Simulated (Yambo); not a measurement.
K$_{2}$LiRhF$_{6}$ (space group Fm-3m, No. 225), G0W0@LDA in Yambo (2×2×2 mesh, plasmon pole; 7 Ry block, no terminator). The number N of bands in W and G is varied.

```json
[
 {"N": "87", "x = 1/N": "0.01149", "gap X → X (eV)": "5.544", "shift of the valence edge (eV)": "-0.966"},
 {"N": "120", "x = 1/N": "0.00833", "gap X → X (eV)": "5.464", "shift of the valence edge (eV)": "-1.003"},
 {"N": "158", "x = 1/N": "0.00633", "gap X → X (eV)": "5.389", "shift of the valence edge (eV)": "-1.089"},
 {"N": "200", "x = 1/N": "0.00500", "gap X → X (eV)": "?", "shift of the valence edge (eV)": "?"}
]
```

**Question.** Basis-set arguments suggest E = E∞ + A x. Fix A and E∞ from the two rows above the withheld one, predict the row at 200 bands, and test the form.

**Answer.** Gap: A = (5.389 − (5.464))/(0.00633 − 0.00833) = 37.5, E∞ = 5.152 eV, so 5.339 eV is predicted; the run gave 5.394 eV (miss 55 meV). The first two rows have slope 25.3, so the form doesn't hold yet over the whole range. Shift: A = (-1.089 − (-1.003))/(0.00633 − 0.00833) = 43.0, E∞ = -1.361 eV, so -1.146 eV is predicted; the run gave -1.174 eV (miss 28 meV). The first two rows have slope 11.7, so the form doesn't hold yet over the whole range. The other settings are held fixed.

Spin-orbit coupling is not included.

Geometry of the Materials Project entry, not relaxed at this level; primitive cell a = b = c = 5.6652 Å, α = β = γ = 60.00°.

The structure is a Materials Project entry; no match was found in the copy of COD used, and its stability was not checked.

A shift is the quasiparticle energy of the state minus its LDA energy.
